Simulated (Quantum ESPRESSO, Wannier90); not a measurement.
# LiAl$_{3}$ (Cu3Au type): Wannier90 run

Structure: Materials Project mp-10890, symmetrised, not relaxed again. Not found in the COD (Crystallography Open Database) copy used; not checked further. Computed values, not measurements, from PBEsol: Quantum ESPRESSO (norm-conserving PseudoDojo potentials, cutoff 60 Ry, no spin polarisation, no spin-orbit coupling) on a Γ-centred 8×8×8 mesh, then Wannier90. Density: 10×10×10 mesh, cold smearing 0.01 Ry.

On the energy scale of pw.x, whose zero is arbitrary, the Fermi level lies at 6.55 eV.

Input w.win:

```
num_bands = 1
num_wann = 1
exclude_bands = 2-27
num_iter = 1000
conv_tol = 1.0e-6
conv_window = 4
write_hr = true
write_u_matrices = true
auto_projections = true
begin unit_cell_cart
ang
    3.9958400000    0.0000000000    0.0000000000
    0.0000000000    3.9958400000    0.0000000000
    0.0000000000    0.0000000000    3.9958400000
end unit_cell_cart
begin atoms_frac
Li   0.0000000000  0.0000000000  0.0000000000
Al   0.5000000000  0.5000000000  0.0000000000
Al   0.0000000000  0.5000000000  0.5000000000
Al   0.5000000000  0.0000000000  0.5000000000
end atoms_frac
mp_grid = 8 8 8
begin kpoints
0.0000000000 0.0000000000 0.0000000000
0.0000000000 0.0000000000 0.1250000000
0.0000000000 0.0000000000 0.2500000000
... (509 more lines: the 8x8x8 mesh through Gamma)
end kpoints
```

Input of pw2wannier90.x that gives the overlap and projection files (equivalent; here they were cut from one run over all bands):

```
&inputpp
  outdir = './out'
  prefix = 'pwscf'
  seedname = 'w'
  write_amn = .true.
  write_mmn = .true.
  atom_proj = .true.
  atom_proj_exclude = 2 3 4 5 6 7 8 9 10 11 12 13 14
/
```

Output w.wout (banner and timings cut):

```
                                    ------
                                    SYSTEM
                                    ------

                              Lattice Vectors (Ang)
                    a_1     3.995840   0.000000   0.000000
                    a_2     0.000000   3.995840   0.000000
                    a_3     0.000000   0.000000   3.995840

                   Unit Cell Volume:      63.80053  (Ang^3)

                        Reciprocal-Space Vectors (Ang^-1)
                    b_1     1.572432   0.000000   0.000000
                    b_2     0.000000   1.572432   0.000000
                    b_3     0.000000   0.000000   1.572432

 *----------------------------------------------------------------------------*
 |   Site       Fractional Coordinate          Cartesian Coordinate (Ang)     |
 +----------------------------------------------------------------------------+
 | li   1   0.00000   0.00000   0.00000   |    0.00000   0.00000   0.00000    |
 | al   1   0.50000   0.50000   0.00000   |    1.99792   1.99792   0.00000    |
 | al   2   0.00000   0.50000   0.50000   |    0.00000   1.99792   1.99792    |
 | al   3   0.50000   0.00000   0.50000   |    1.99792   0.00000   1.99792    |
 *----------------------------------------------------------------------------*
                                ------------
                                K-POINT GRID
                                ------------

             Grid size =  8 x  8 x  8      Total points =  512

 *---------------------------------- MAIN ------------------------------------*
 |  Number of Wannier Functions               :                 1             |
 |  Number of Objective Wannier Functions     :                 1             |
 |  Number of input Bloch states              :                 1             |
 |  Output verbosity (1=low, 5=high)          :                 1             |
 |  Timing Level (1=low, 5=high)              :                 1             |
 |  Optimisation (0=memory, 3=speed)          :                 3             |
 |  Length Unit                               :               Ang             |
 |  Post-processing setup (write *.nnkp)      :                 F             |
 |  Using Gamma-only branch of algorithms     :                 F             |
 *----------------------------------------------------------------------------*
 *------------------------------- WANNIERISE ---------------------------------*
 |  Total number of iterations                :              1000             |
 |  Number of CG steps before reset           :                 5             |
 |  Trial step length for line search         :             2.000             |
 |  Convergence tolerence                     :         0.100E-05             |
 |  Convergence window                        :                 4             |
 |  Iterations between writing output         :                 1             |
 |  Iterations between backing up to disk     :               100             |
 |  Write r^2_nm to file                      :                 F             |
 |  Write xyz WF centres to file              :                 F             |
 |  Write on-site energies <0n|H|0n> to file  :                 F             |
 |  Use guiding centre to control phases      :                 F             |
 |  Use phases for initial projections        :                 F             |
 *----------------------------------------------------------------------------*
 *-------------------------------- PLOTTING ----------------------------------*
 |  Plotting Hamiltonian in WF basis          :                 T             |
 *----------------------------------------------------------------------------*

       ... (k-mesh section left out)

 Starting a new Wannier90 calculation ...

 Reading overlaps from w.mmn

 Reading projections from w.amn

 *------------------------------- WANNIERISE ---------------------------------*
 +--------------------------------------------------------------------+<-- CONV
 | Iter  Delta Spread     RMS Gradient      Spread (Ang^2)            |<-- CONV
 +--------------------------------------------------------------------+<-- CONV

 ------------------------------------------------------------------------------
 Initial State
  WF centre and spread    1  ( -0.000000,  0.000000,  0.000000 )     0.14695791
  Sum of centres and spreads ( -0.000000,  0.000000,  0.000000 )     0.14695791

      0     0.147E+00     0.0000000000        0.1469579140  <-- CONV
        O_D=      0.0000000 O_OD=      0.0000000 O_TOT=      0.1469579 <-- SPRD
 ------------------------------------------------------------------------------
      1     0.000E+00     0.0000000001        0.1469579140  <-- CONV
        O_D=      0.0000000 O_OD=      0.0000000 O_TOT=      0.1469579 <-- SPRD
      2     0.000E+00     0.0000000001        0.1469579140  <-- CONV
        O_D=      0.0000000 O_OD=      0.0000000 O_TOT=      0.1469579 <-- SPRD
      3     0.000E+00     0.0000000001        0.1469579140  <-- CONV
        O_D=      0.0000000 O_OD=      0.0000000 O_TOT=      0.1469579 <-- SPRD
      4     0.000E+00     0.0000000001        0.1469579140  <-- CONV
        O_D=      0.0000000 O_OD=      0.0000000 O_TOT=      0.1469579 <-- SPRD
             <<<     Delta < 1.000E-06  over  4 iterations     >>>
             <<< Wannierisation convergence criteria satisfied >>>
 Final State
  WF centre and spread    1  ( -0.000000,  0.000000,  0.000000 )     0.14695791
  Sum of centres and spreads ( -0.000000,  0.000000,  0.000000 )     0.14695791

         Spreads (Ang^2)       Omega I      =     0.146957914
        ================       Omega D      =     0.000000000
                               Omega OD     =     0.000000000
    Final Spread (Ang^2)       Omega Total  =     0.146957914
```
